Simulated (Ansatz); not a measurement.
**Notes on Al$_{4}$Cr**

```yaml
crystal:
  lattice:
    - [5.18099, 0.00000, 0.00000]
    - [2.59049, -8.74632, 0.00000]
    - [0.92301, 0.00000, -5.05042]
  atoms:
    - { symbol: Cr, position: [0.28855, 0.27350, 0.19110] }
    - { symbol: Cr, position: [0.56205, 0.72650, 0.19110] }
    - { symbol: Al, position: [0.26550, 0.00000, 0.00480] }
    - { symbol: Cr, position: [0.77280, 0.00000, 0.85050] }
    - { symbol: Al, position: [0.61770, 0.00000, 0.36470] }
    - { symbol: Al, position: [0.81490, 0.23660, 0.07710] }
    - { symbol: Al, position: [0.05150, 0.76340, 0.07710] }
    - { symbol: Al, position: [0.45260, 0.24540, 0.67570] }
    - { symbol: Al, position: [0.69800, 0.75460, 0.67570] }
    - { symbol: Al, position: [0.02360, 0.15300, 0.54420] }
    - { symbol: Al, position: [0.17660, 0.84700, 0.54420] }
    - { symbol: Al, position: [0.83790, 0.46720, 0.43790] }
    - { symbol: Al, position: [0.30510, 0.53280, 0.43790] }
    - { symbol: Al, position: [0.99290, 0.49240, 0.92400] }
    - { symbol: Al, position: [0.48530, 0.50760, 0.92400] }
```

The numbers come from plane-wave PAW DFT (Ansatz): PBE, no spin polarisation, 420 eV, 5×5×4 Γ-centred k points, fermi-dirac occupations (width 0.1 eV). Nothing was relaxed.

Q: What happens at the Fermi level?

A: It is a metal, with about 6.7 states/eV a cell as the mean within 0.25 eV of the Fermi level, mostly Cr d (71 %) and Al p (22 %).

Q: Where is the largest force?

A: The largest is on Al15 (and as large on other atoms): 0.24 eV/Å, components (-0.01, 0.13, -0.20). It makes 86° with the line to a nearest neighbour, Al14 at 2.59 Å.

Q: What is the formation energy?

A: -0.13 eV an atom against the elements' usual phases (free molecules for gases, crystals otherwise, with no correction for O₂ or N₂), so it is bound against them; other compounds may still compete. Relaxing would lower it.

Q: What does the stress say?

A: The pressure is -1.9 GPa (compression positive), so with the atoms held at these fractions the cell would first shrink.

Origin: a database entry at a rescaled volume. Caveats: no spin polarisation, so a magnetic state may lie lower; the k mesh is coarse if the cell is a metal.
